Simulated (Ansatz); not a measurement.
Polymorphs of CuI, each relaxed with r²SCAN in the plane-wave PAW code Ansatz:

A: zinc blende (F-43m)
a = b = c = 6.0207 Å, α = β = γ = 90.00°

```json
[
 {"atom": "Cu", "site": "4c", "symmetry": "-43m", "x": "0.2500", "y": "0.2500", "z": "0.2500"},
 {"atom": "I", "site": "4a", "symmetry": "-43m", "x": "0.0000", "y": "0.0000", "z": "0.0000"}
]
```

B: P6_422
a = b = 4.218 Å, c = 9.757 Å, α = β = 90.00°, γ = 120.00°

```csv
atom,site,symmetry,x,y,z
Cu,3c,222,0.5000,0.0000,0.0000
I,3d,222,0.5000,0.0000,0.5000
```

Question: Order them by energy per atom at 0 K (lowest first) at the level r²SCAN.

Answer: A (+0 meV/atom), B (+114 meV/atom)

Question: Give each one's gap.

Answer: A 1.67 eV; B 1.13 eV.

Typed or built starts, not in the databases checked: B. Not the usual ambient phase: B. Began spin-polarised and lost the moments: B. All cells were relaxed under the symmetry of their starts (and spin orders); stability against distortions was not tested throughout. Named crystals with no word on spin ran without spin polarisation. Spin–orbit coupling is left out wherever it is not named.

Energies hold the estimated change up to a 700 eV cutoff; steps of a few meV lie near the error of the meshes.

Potentials: the earlier of the program's two PAW sets. The files were generated under PBE; for other functionals the program regenerates the frozen cores, and for LDA and PBEsol the local potential too.
